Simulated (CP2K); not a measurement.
## La3Hf: energy against volume and a worked fit

Symmetry: Pm-3m, No. 221, cubic system. The conventional cell has a = 5.045 Å, b = 5.045 Å, c = 5.045 Å, α = 90.00°, β = 90.00°, γ = 90.00°. Hf (site symmetry m-3m) is surrounded by 12 La at 3.57 Å. Around La (site symmetry 4/mmm) lie 4 Hf at 3.57 Å and 8 La at 3.57 Å.

The cell comes from a database or a generator and needn't be the stable form of this composition.

The cell was scaled at fixed shape and fractions and run with CP2K, POTENTIAL_UZH Hf GTH-PBE-q12; GTH_POTENTIALS La GTH-PBE-q11; TZVP-MOLOPT-PBE-GTH, TZVP-MOLOPT-SR-GTH basis; PBE, k mesh 5 × 5 × 5 on the cell of 4 atoms, fermi-dirac occupations of 0.05 eV, no spin polarisation, no spin-orbit coupling. Energies are those that the program minimises, any entropy of the smearing included. For a metal such a mesh isn't converged to the digits shown.

```tsv
V (Å³/atom)	energy over the lowest row (meV/atom)
30.1777	34.53
30.8197	20.03
31.4618	?
32.1039	3.11
32.7460	0.00
33.3880	0.00
34.0301	2.81
```

Problem. Fit the third-order Birch-Murnaghan form, give V0, B0 and B′, and predict the energy left open.

Solution. With y = (V0/V)^(2/3), E = E0 + (9 V0 B0/16) [(y - 1)³ B′ + (y - 1)² (6 - 4y)]. Least squares through the rows shown give V0 = 33.0660 Å³/atom, E0 = -0.38 meV, B0 = 38.14 GPa (1 eV/Å³ = 160.218 GPa) and B′ = 3.95, with a largest miss of 0.02 meV. At V = 31.4618 the form with these constants gives 9.67 meV; the run gave 9.62 meV an atom.
